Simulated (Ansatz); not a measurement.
In the program Ansatz at the LDA level (PAW), BP in the orthorhombic phase (Pnma; B on 4c, P on 4c) relaxes to a = 6.210 Å, b = 3.193 Å, c = 5.325 Å. Against the elements it lies at -0.15 eV/atom, with no fitted shifts.

It is gapped at this level: 0.62 eV (indirect). The hole mass is 0.21, 0.52, 0.88 mₑ (principal values).

An equation-of-state fit gives a bulk modulus of 134 GPa. The elastic constants imply a Debye temperature near 794 K. Born charges are B -0.49, P +0.49 e. The phonon dispersion is stable (no imaginary branch). Without the LO–TO term the highest mode at Γ lies at 928 cm⁻¹.

The start of the workflow was typed in or built on a structure type; neither database checked (COD, Materials Project) lists it. It is not the phase usual at ambient conditions (space group No. 216). The LDA relaxation kept the symmetry of its start. The volume moved by 22 % from the start of the relaxation. The references are the lowest solids computed at this level, not always the standard phases.

Potentials: the later of the program's two PAW sets.
